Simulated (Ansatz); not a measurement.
Cu:
```
Cu
1.0
    0.00000     1.81440     1.81440
    1.81440     0.00000     1.81440
    1.81440     1.81440     0.00000
Cu
1
Direct
  0.00000   0.00000   0.00000
```

Relaxed with PBE. Special points in fractions of this cell's reciprocal vectors: Γ (0.000, 0.000, 0.000); X (0.500, 0.000, 0.500); U (0.625, 0.250, 0.625); K (0.375, 0.375, 0.750); L (0.500, 0.500, 0.500); W (0.500, 0.250, 0.750).

### Question
List the band energies nearest the Fermi level at these points for PBE (plane waves, PAW; program Ansatz).

### Answer
In eV from the Fermi level; about four levels below and three above (degenerate sets whole), none deeper than 8.9 eV; … stands for higher levels left out; points with the same levels are listed once.

```json
[
 {"k": "Γ", "below": "-3.03 -3.03 -3.03 -2.21 -2.21", "above": "22.45 …"},
 {"k": "X", "below": "-4.42 -1.67 -1.51 -1.51", "above": "1.40 6.96 …"},
 {"k": "U", "below": "-4.07 -2.78 -2.08 -1.70", "above": "4.22 5.61 …"},
 {"k": "L", "below": "-3.07 -3.07 -1.65 -1.65 -1.08", "above": "3.63 …"},
 {"k": "W", "below": "-3.54 -3.54 -2.26 -1.51", "above": "6.07 6.07 …"}
]
```

Space group Fm-3m (fcc (Cu type)). The PBE relaxation kept the symmetry of its start. No spin polarisation was allowed.

Potentials: the later of the program's two PAW sets.
